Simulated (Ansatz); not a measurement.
NbP$_{2}$:
Space group Cmc2₁ (No. 36); a = 3.3230 Å, b = 11.5284 Å, c = 5.0847 Å, α = 90.00°, β = 90.00°, γ = 90.00°

```csv
atom,site,symmetry,x,y,z
Nb,4a,m..,0.0000,0.0897,0.5022
P,4a,m..,0.0000,0.4266,0.3793
P,4a,m..,0.0000,0.6992,0.1935
```
(The calculation used a cell of 6 atoms; values per cell refer to that cell.)

Relaxed at zero pressure with plane-wave PAW r²SCAN (Ansatz code).

Q: The volume is lowered by 3 % and shape and atoms relax at that volume. What pressure results, and how do the axes share the change?

A: 4.7 GPa; a -1.4 %, b -0.6 %, c -1.1 %; the energy rises by 7 meV/atom.

Q: Give the new structure.

A: 
Space group Cmc2₁ (No. 36); a = 3.277 Å, b = 11.464 Å, c = 5.029 Å, α = β = γ = 90.00°

```
atom  site  symmetry       x       y       z
----  ----  --------  ------  ------  ------
Nb      4a       m..  0.0000  0.0895  0.5008
P       4a       m..  0.0000  0.4257  0.3806
P       4a       m..  0.0000  0.7010  0.1936
```

The phase is kept; no other phase was compared at this pressure.

Space group Cmc2_1. The start of the workflow was typed in or built on a structure type; neither database checked (COD, Materials Project) lists it. Its standing as an ambient phase is unchecked. The r²SCAN relaxation kept the symmetry of its start; whether a distortion lowers the energy is not shown. The run is not spin-polarised.

Potentials: the earlier of the program's two PAW sets. The files were generated under PBE; for other functionals the program regenerates the frozen cores, and for LDA and PBEsol the local potential too.
